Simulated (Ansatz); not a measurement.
Ga$_{2}$O$_{3}$ (La2O3 or Ni2Al3 type, P-3m1), the program Ansatz at the PBEsol level (PAW), all energies at zero smearing, with the estimated change up to a 700 eV cutoff added, with one set of potentials and settings (totals compare only within such a set). Cell of 5 atoms (2 Ga, 3 O): -9170.191 eV.

| element | reference phase | E (eV/atom) |
|---|---|---|
| Ga | Cmce, 4 atoms in the cell | -3743.2073 |
| O | C2/m, 4 atoms in the cell, spin-polarised | -558.3609 |

Formation energy per atom, worked out: (-9170.191 − 2×(-3743.2073) − 3×(-558.3609))/5 = -1.739 eV/atom (-168 kJ per mol of atoms), at 0 K, without zero-point energy or fitted corrections.

A made-up cell: these elements were put on the sites of a structure type; neither database checked (COD, Materials Project) lists it. It is not the phase usual at ambient conditions (space group No. 12, 167). The PBEsol relaxation kept the symmetry of its start. At this level the phase is dynamically unstable (imaginary phonons). The references are the lowest solids computed at this level, not always the standard phases (solids in place of the gases).

Potentials: the earlier of the program's two PAW sets. The files were generated under PBE; for other functionals the program regenerates the frozen cores, and for LDA and PBEsol the local potential too.
